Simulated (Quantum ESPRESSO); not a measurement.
## Band energies of Li₂MoO₃

```xyz
12
Lattice="4.9312 0.0000 0.0000 2.2517 4.3925 0.0000 1.6803 -0.0606 4.9330" Properties=species:S:1:pos:R:3 pbc="T T T"
Li     7.7155     3.4886     4.8734
Li     1.1478     0.8433     0.0596
Li     3.5915     2.1963     0.0000
Li     1.9660     2.1660     2.4665
O      6.1627     0.5863     3.5954
O      2.7006     3.7456     1.3376
O      3.6877     2.1255     3.5699
O      5.1756     2.2064     1.3631
O      2.8219     0.7630     1.1486
O      6.0413     3.5689     3.7843
Mo     4.5365     3.7533     2.4500
Mo     4.3268     0.5786     2.4830
```

LDA (Quantum ESPRESSO, PseudoDojo norm-conserving, 84 Ry, without SOC); path XΓY,LΓZ,NΓM,RΓ; energies in eV from the Fermi level.

```
k (1/Å)  point  band 34  band 35  band 36  band 37  band 38  band 39  band 40  band 41
-------  -----  -------  -------  -------  -------  -------  -------  -------  -------
0.00         X    -3.61    -3.36    -3.09    -1.61    -0.61     0.22     0.81     1.75
0.24              -3.41    -3.22    -3.11    -1.63    -0.50     0.26     0.77     1.74
0.48              -3.37    -3.11    -2.99    -1.63    -0.31     0.29     0.67     1.69
0.72         Γ    -3.25    -3.20    -2.84    -1.61    -0.24     0.27     0.62     1.65
1.14              -3.27    -3.23    -2.87    -1.55    -0.26     0.32     0.70     1.65
1.35         Y    -3.30    -3.21    -2.87    -1.53    -0.27     0.34     0.71     1.65
1.35         L    -3.51    -3.33    -3.26    -1.77    -0.51     0.24     0.84     1.77
1.54              -3.52    -3.35    -3.20    -1.71    -0.50     0.26     0.82     1.77
1.92              -3.36    -3.20    -3.05    -1.57    -0.35     0.30     0.69     1.71
2.11              -3.29    -3.19    -2.90    -1.58    -0.27     0.29     0.64     1.67
2.30         Γ    -3.25    -3.20    -2.84    -1.61    -0.24     0.27     0.62     1.65
2.72              -3.53    -3.19    -3.05    -1.66    -0.43     0.18     0.76     1.72
2.92              -3.52    -3.31    -3.17    -1.70    -0.56     0.06     0.82     1.75
3.13         Z    -3.37    -3.35    -3.24    -1.72    -0.61     0.01     0.84     1.76
3.13         N    -3.57    -3.31    -3.14    -2.03    -0.06     0.08     0.81     1.52
3.48              -3.57    -3.31    -3.17    -1.96    -0.19     0.19     0.75     1.62
3.65              -3.42    -3.26    -3.12    -1.83    -0.24     0.26     0.69     1.66
3.82              -3.22    -3.16    -2.99    -1.67    -0.25     0.28     0.64     1.66
3.99         Γ    -3.25    -3.20    -2.84    -1.61    -0.24     0.27     0.62     1.65
4.18              -3.38    -3.16    -2.91    -1.66    -0.26     0.27     0.69     1.67
4.37              -3.58    -3.15    -3.07    -1.74    -0.35     0.26     0.84     1.73
4.55              -3.53    -3.29    -3.21    -1.76    -0.44     0.23     0.96     1.80
4.74         M    -3.56    -3.38    -3.27    -1.76    -0.47     0.21     1.00     1.82
4.74         R    -3.39    -3.18    -3.14    -1.83    -0.02     0.22     0.93     1.51
4.89              -3.45    -3.19    -3.14    -1.84    -0.03     0.20     0.90     1.55
5.05              -3.54    -3.24    -3.09    -1.84    -0.09     0.23     0.82     1.62
5.21              -3.38    -3.26    -3.07    -1.78    -0.18     0.29     0.71     1.66
5.52         Γ    -3.25    -3.20    -2.84    -1.61    -0.24     0.27     0.62     1.65
```

Along the path the LDA gap is only about 0.03 eV, below what this setup resolves reliably; no G0W0 run was built on it. Semilocal functionals shrink small gaps, and the order of the bands at the edge may be inverted.

Spin-orbit splittings are left out.

Geometry of the Materials Project entry, not relaxed at this level.

The structure is a Materials Project entry; no match was found in the copy of COD used, and its stability was not checked.
